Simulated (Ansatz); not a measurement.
Ansatz input

```yaml
crystal:
  lattice:
    - [3.1396878236, 0.0, 0.0]
    - [-1.5698439118, 2.7190494152, 0.0]
    - [0.0, 0.0, 10.2313127825]
  atoms:
    - { symbol: Li, position: [1.0, 1.0, 1.0] }
    - { symbol: Li, position: [1.0, 1.0, 0.5] }
    - { symbol: Li, position: [0.3333333333, 0.6666666667, 0.25] }
    - { symbol: Li, position: [0.6666666667, 0.3333333333, 0.75] }
hamiltonian:
  xc: r2scan
  pseudopotentials:
    kind: paw
    azcp:
      Li: "pseudopotentials/Li.paw.azcp"
basis:
  ecutwfc: 500
  fft_grid_basis: typed
kpoints:
  mp_grid: { grid: [13, 13, 4], shift: [0, 0, 0] }
magnetization:
  spin_polarized: false
scf:
  occupations: { method: fermi_dirac, width: 0.1 }
  lower_state_search: "off"
output:
  stress: true
  write_density: true
  write_potential: true
  elf: true
  volumetric_format: npy
```

Terminal output

```
Engine: ansatz 0.2.0, x86_64-unknown-linux-gnu
Pseudopotentials: kind: paw
Pseudopotential: Li, paw, valence charge 3, recommended cutoff 500 eV (meta_gga) 
Functional definition: r2SCAN
  parameter k0 = 0.174
  parameter k1 = 0.065
  parameter a1 = 4.9479
  exchange = r2scan_x(k0 = k0, k1 = k1, a1 = a1)
  correlation = r2scan_c
Crystal: 4 atoms, lattice volume = 87.344 Å³
Basis set: ecut = 500 eV, 2209 PW (Γ), exchange–correlation on 96×96×300 points (64 copies of the dense FFT grid, shifted against one another)
Bands: 10, of which v1, the nominal top of the filled ones, is band 6 counted from 1 (5 counted from 0)
Symmetry: 24 space group operations
Space group: P63/mmc (ITA 194), of the structure as read, at distance tolerance 4.4e-5 Å
k-points: 63 of 676
Non-local potential: Li, projectors of the file, l = 0: 3, l = 1: 2, l = 2: 1
PAW form: soft (Blöchl's): semilocal exchange-correlation on the pseudo side does not see the compensation charge
PAW one-centre angular grid: Li, 302 points (default); XC on 327 of its mesh's 2665 points in the sphere
Initial density: superposition of atomic densities (neutral atoms: chi_scale 0, normalization atom), corrected by the library's trained network
Initial wavefunctions: pseudopotential atomic-orbital guess
Functional: x = r2scan, c = r2scan; τ floored in thin density (d = 2e-4 eV/Å³)
SCF iter   1: F=-820.559111 eV  HF=-820.560332 eV  |F-HF|=1.22e-3  |Δ(HF+E_count)|=         —  Δρ=2.21e-3  dr2=1.30e-3  dr2_τ=1.10e-3  ethr=1.77e-3  ⟨swp⟩=4.2  Hψ=3449  notcnv=0
SCF iter   2: F=-820.559958 eV  HF=-820.559812 eV  |F-HF|=1.47e-4  |Δ(HF+E_count)|=   5.20e-4  Δρ=1.14e-3  dr2=4.32e-4  dr2_τ=3.71e-5  ethr=1.09e-5  ⟨swp⟩=2.0  Hψ=1764  notcnv=0
SCF iter   3: F=-820.560018 eV  HF=-820.560007 eV  |F-HF|=1.12e-5  |Δ(HF+E_count)|=   1.95e-4  Δρ=1.40e-4  dr2=1.26e-5  dr2_τ=1.58e-6  ethr=3.60e-6  ⟨swp⟩=2.0  Hψ=1015  notcnv=0
SCF iter   4: F=-820.560019 eV  HF=-820.560021 eV  |F-HF|=1.46e-6  |Δ(HF+E_count)|=   1.38e-5  Δρ=2.65e-5  dr2=2.38e-6  dr2_τ=1.29e-8  ethr=1.05e-7  ⟨swp⟩=2.1  Hψ=1034  notcnv=0
iter 5 did not close the SCF: its close was put off for the readings that it lacked (scf_convergence_deferred on its scf_iter line)
SCF iter   5: F=-820.560020 eV  HF=-820.560020 eV  |F-HF|=9.65e-9  |Δ(HF+E_count)|=   6.56e-7  Δρ=5.30e-6  dr2=2.12e-8  dr2_τ=1.80e-9  ethr=1.98e-8  ⟨swp⟩=1.8  Hψ=721  notcnv=0
SCF iter   6: F=-820.560020 eV  HF=-820.560020 eV  |F-HF|=3.73e-10  |Δ(HF+E_count)|=   2.05e-8  Δρ=9.74e-7  dr2=4.74e-10  dr2_τ=5.58e-11  ethr=1.77e-10  ⟨swp⟩=3.6  Hψ=2933  notcnv=0
SCF 1 converged in 6 iterations: F = -820.560020 eV  dr2 = 4.74e-10
SCF converged after 6 iterations
Free energy (F): -820.560020 eV
Harris-Foulkes:  -820.560020 eV  (|F-HF|=3.73e-10)
Internal energy: -820.494557 eV  (E = F + TS)
E sigma→0 (E₀):  -820.527288 eV
Entropy (-TS):   -0.065463 eV (-16.366 meV/atom)
Fermi energy:    0.849930 eV
--- Per-component energies (eV) ---
  E_band       = -381.504394
  E_kinetic    = 84.024117
  E_local      = -538.076229  (includes V_loc(G=0)·N_el)
  E_nonlocal   = -133.378886
  E_hartree    = 160.137488
  E_xc         = -38.112502
  E_vxc        = -54.323430  (∫ρ·V_xc dr)
  E_paw        = -87.255698  (= ΣΔE_a)
  E_vpaw       = -63.338938  (= ΣTr[D̂ρ^β])
  E_aug_tail   = -0.000412  (compensation charges beyond the density's cutoff)
  E_vtau       = 3.314602  (kinetic-family band-sum trace: ∫τ·v_τ [+ j·A + Jᵃ·Aᵃ] dr)
  E_ewald      = -267.832435
  E_smearing   = -0.065463  (= −TS)
  E_closure    = -0.000000  (closes the sum)
  Σ components = -820.560020   (vs F -820.560020, Δ=0.00e0)
--- Stress (GPa, compression-positive) ---
       -0.501957       0.000000      -0.000000
        0.000000      -0.501957      -0.000000
       -0.000000      -0.000000      -0.405155
  P = ⅓ Tr σ = -0.4697 GPa (-4.697 kbar)
--- Band table (eV; the first three rows and the last of 63) ---
  k-point 0: bands = ["-47.3833", "-47.3765", "-47.3757", "-47.3689", "-2.9801", "-1.7792", "-1.7785", "0.8887", "3.7315", "9.1130"]
  k-point 1: bands = ["-47.3827", "-47.3789", "-47.3733", "-47.3694", "-2.9048", "-2.3027", "-1.1151", "0.4594", "4.3334", "7.2764"]
  k-point 2: bands = ["-47.3812", "-47.3812", "-47.3710", "-47.3710", "-2.6788", "-2.6788", "-0.3370", "-0.3370", "5.6458", "5.6458"]
  k-point 62: bands = ["-47.3663", "-47.3663", "-47.3651", "-47.3651", "2.0419", "2.0419", "3.3106", "3.3106", "3.6008", "3.6008"]
```

Launched by

```sh
ansatz run input.yaml --threads 1 --pin off --max-ram 3584MiB --backend cpu --events-out ev --progress --plain --runs-dir out
```

On 1 thread of Intel(R) Xeon(R) Platinum 8259CL CPU @ 2.50GHz (Skylake/Cascade Lake) (shared host) this took about 12 s of wall time and 12 s of CPU time.
